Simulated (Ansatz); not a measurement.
KNaF₂ as one 4-atom ordering (R-3m) on the rocksalt lattice, relaxed with r2SCAN: 8 runs in Ansatz, each a construction of maximally localised Wannier functions. It is trigonal, R-3m (No. 166); conventional cell a = 3.478 Å, c = 17.447 Å, 15.23 Å³ an atom. Na has 6 F at 2.37 Å; K has 6 F at 2.60 Å; F has 3 Na at 2.37 Å and 3 K at 2.60 Å. (Calculated; spin-unpolarised; the phase may be known or hypothetical.)

```xyz
4
Lattice="1.7391 1.0041 5.8155 -1.7391 1.0041 5.8155 0.0000 -2.0082 5.8155" Properties=species:S:1:pos:R:3 pbc="T T T"
Na    1.7391    1.0041    5.8155
K     0.0000    0.0000    8.7233
F     0.0000    0.0000    4.5553
F     0.0000    0.0000   12.8912
```

Windows count from the top of the filled bands; a dash means that no such window was set (without an outer window there is no disentanglement). Rows marked drawn have settings drawn at random (some not listed).

```tsv
functional	SCF mesh	trial orbitals	functions	mesh	window (eV)	frozen (eV)	settings	Ω total (Å²)	Ω invariant (Å²)	largest spread (Å²)	least projectability	interpolation miss of the model's filled bands (eV, to the nearest computed level)
PBE	6×6×6	F s, F p	8	4×4×4	–	–	chosen	7.43	6.71	1.45	0.62	0.047
PBE	6×6×6	F p	6	6×6×6	–	–	chosen	4.15	4.15	0.69	0.97	0.001
r2SCAN	6×6×6	F s, F p	8	6×6×6	–	–	chosen	6.66	6.13	0.98	0.66	0.002
r2SCAN	6×6×6	F p	6	6×6×6	–	–	chosen	4.05	4.05	0.68	0.97	0.000
HSE06	6×6×6	F p	6	6×6×6	–	–	chosen	4.02	4.01	0.67	0.98	–
PBE	6×6×6	F p	6	3×3×3	–	–	drawn	3.90	3.89	0.67	0.97	0.036
```

Question: Estimate from these rows what the further settings give.
```tsv
functional	SCF mesh	trial orbitals	functions	mesh	window (eV)	frozen (eV)	settings
PBE	6×6×6	F s, F p	8	6×6×6	–	–	chosen
PBE	6×6×6	F s, F p	8	8×8×8	–	–	chosen
```

Answer:

| functional | SCF mesh | trial orbitals | functions | mesh | window (eV) | frozen (eV) | settings | Ω total (Å²) | Ω invariant (Å²) | largest spread (Å²) | least projectability | interpolation miss of the model's filled bands (eV, to the nearest computed level) |
| --- | --- | --- | --- | --- | --- | --- | --- | --- | --- | --- | --- | --- |
| PBE | 6×6×6 | F s, F p | 8 | 6×6×6 | – | – | chosen | 8.12 | 7.43 | 1.69 | 0.61 | 0.024 |
| PBE | 6×6×6 | F s, F p | 8 | 8×8×8 | – | – | chosen | 8.46 | 7.79 | 1.79 | 0.61 | 0.017 |

A dash in the last column means that the miss wasn't evaluated.

For F s, F p with PBE the spread goes 7.43 Å² (4×4×4), 8.12 Å² (6×6×6), 8.46 Å² (8×8×8): finite differences on a coarse mesh understate it.
